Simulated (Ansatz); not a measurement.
With plane-wave PAW PBE (Ansatz code), C in the tetragonal phase (P4_2/ncm; C on 8i, C on 4b) relaxes to a = 3.427 Å, c = 6.087 Å. C on 8i has 4 nearest neighbours from 1.53 Å (tetrahedral); C on 4b has 4 nearest neighbours from 1.53 Å (tetrahedral).

It is gapped at this level: 3.74 eV (indirect). The valence maximum lies at Γ and the conduction minimum on the A–Z line, 75 % of the way from A (4 equivalent valleys). The electron mass is 0.44, 0.51, 0.56 mₑ (principal values). The hole mass is 0.48, 0.51, 0.51 mₑ (principal values).

The bulk modulus is 403 GPa.

The start of the workflow was typed in or built on a structure type; neither database checked (COD, Materials Project) lists it. It is not the phase usual at ambient conditions (space group No. 194, 227). The cell was relaxed with PBE under the symmetry of its start; its stability against distortions is not shown here.

Potentials: the later of the program's two PAW sets.
